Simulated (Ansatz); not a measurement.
Relaxed candidate structures of Y$_{2}$S$_{3}$:

A. R-3m, hexagonal axes (No. 166), hR5; a = b = 3.9184 Å, c = 27.7121 Å, α = β = 90.00°, γ = 120.00°; S 6c (0.000, 0.000, 0.059); Y 6c (0.000, 0.000, 0.230); S 3b (0.000, 0.000, 0.500)

B. P6₃mc (No. 186), hP10; a = b = 3.9356 Å, c = 17.2637 Å, α = β = 90.00°, γ = 120.00°; S 2b (0.667, 0.333, 0.001); Y 2a (0.000, 0.000, 0.430); S 2b (0.667, 0.333, 0.329); Y 2b (0.333, 0.667, 0.229); S 2a (0.000, 0.000, 0.157)

C. P-3m1 (No. 164), hP10; a = b = 3.9193 Å, c = 17.9977 Å, α = β = 90.00°, γ = 120.00°; S 2d (0.333, 0.667, 0.077); Y 2c (0.000, 0.000, 0.147); S 2d (0.667, 0.333, 0.244); Y 2d (0.333, 0.667, 0.340); S 2c (0.000, 0.000, 0.410)

Task: Order them by energy per atom (lowest first) at the level PBEsol-D3(BJ) (plane waves to 420 eV, PAW, scalar-relativistic; Ansatz, a quantum-chemistry and plane-wave program).

Result: B (reference), C (+0.014 eV/atom), A (+0.023 eV/atom)

Task: Give each candidate's band gap.

Result: No candidate is metallic. A: 1.77 eV (no spin-orbit coupling); B: 1.82 eV (no spin-orbit coupling); C: 1.83 eV (no spin-orbit coupling).

Each run could gain symmetry but not lose that of its start, so entries can be saddle points. All of these are generated cells (placed on structure types, drawn at random, substituted or restacked) that were not matched to a known phase here. The real structure of this composition may not be among these. Static energies at zero pressure. No spin polarisation in the result. Gaps of cells over 8 atoms come from the SCF mesh and high-symmetry points alone.
